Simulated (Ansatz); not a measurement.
In r²SCAN+D4 in the plane-wave PAW code Ansatz, MoS2 in the trigonal phase (R3m; Mo on 3a, S on 3a, S on 3a) relaxes to a = 3.176 Å, c = 18.672 Å. Mo has 6 nearest neighbours from 2.40 Å (trigonal prismatic); S on 3a has 3 nearest neighbours from 2.40 Å (trigonal pyramidal); S on 3a has 3 nearest neighbours from 2.40 Å (trigonal pyramidal). Against the elements it lies at -1.00 eV/atom, with no fitted shifts.

The Kohn–Sham gap is 1.03 eV (indirect). HSE06 on the same cell gives 1.42 eV. Gap from r²SCAN+D4 with spin–orbit coupling: 1.02 eV. The hole mass is 0.71, 0.71, 0.84 mₑ (principal values).

An equation-of-state fit gives a bulk modulus of 34.9 GPa. Bader charges are Mo +1.31, S -0.66 e.

Symmetry was held in the r²SCAN+D4 relaxation. The run is not spin-polarised. The references are the lowest solids computed at this level, not always the standard phases. Spin–orbit coupling is left out wherever it is not named.

Potentials: the later of the program's two PAW sets.
